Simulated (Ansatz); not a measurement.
Level of theory: DFT PBE, scalar-relativistic, plane waves, PAW (Ansatz 0.2.0). All cells share a 420 eV cutoff and Γ-centred k meshes spaced at most about 0.3 Å⁻¹ (about 0.25 or finer for metals, 2π included). Collinear spin in cells that started with moments and kept them past the coarse steps, no spin elsewhere.

These are static total energies at zero pressure.

Compare these two cells of NbBiF, each relaxed at this level.

1. (site moments under 0.1 μB) Space group P-6m2 (No. 187), hexagonal, a = 4.876 Å, c = 3.002 Å. Nb has 3 Bi at 2.82 Å, 2 Nb at 3.00 Å and 6 F at 3.19 Å; around Bi lie 3 Nb at 2.82 Å, 2 Bi at 3.00 Å and 6 F at 3.19 Å; around F lie 2 F at 3.00 Å, 6 Bi at 3.19 Å and 6 Nb at 3.19 Å (long contacts).

2. (no spin) Space group P4/mmm (No. 123), tetragonal, a = 3.939 Å, c = 4.020 Å. Nb is surrounded by 2 F at 2.01 Å; Bi is surrounded by 4 F at 2.79 Å; F is surrounded by 2 Nb at 2.01 Å and 4 Bi at 2.79 Å.

Question: Which is lower in energy, and by how much?

Answer: Cell 2 is lower, by 124 meV/atom. Cell 1 has space group P-6m2 (No. 187), 20.6 Å³/atom and no gap on its mesh; cell 2 has space group P4/mmm (No. 123), 20.8 Å³/atom and no gap. Counting F atoms around Bi and Nb (those within 1.25 times the shortest such distance or 1.15 times the sum of covalent radii; the shortest distance is added where it is long for a bond), cell 1 has Nb 6 from 3.2 Å, Bi 6 from 3.2 Å and cell 2 has Nb 2, Bi 4 from 2.8 Å. Both come from invented guesses. A third cell relaxed alike, in P4/mmm, lies 0.61 eV/atom below the lower of the two.

Spin–orbit coupling, which can matter for Bi, is left out. In P4/mmm an odd number of electrons in the primitive cell allows no gap without spin; a larger cell or a magnetic state could open one. A magnetic state wasn't ruled out in cells without spin, among them P4/mmm. Cells relaxed within their symmetry can be saddle points.
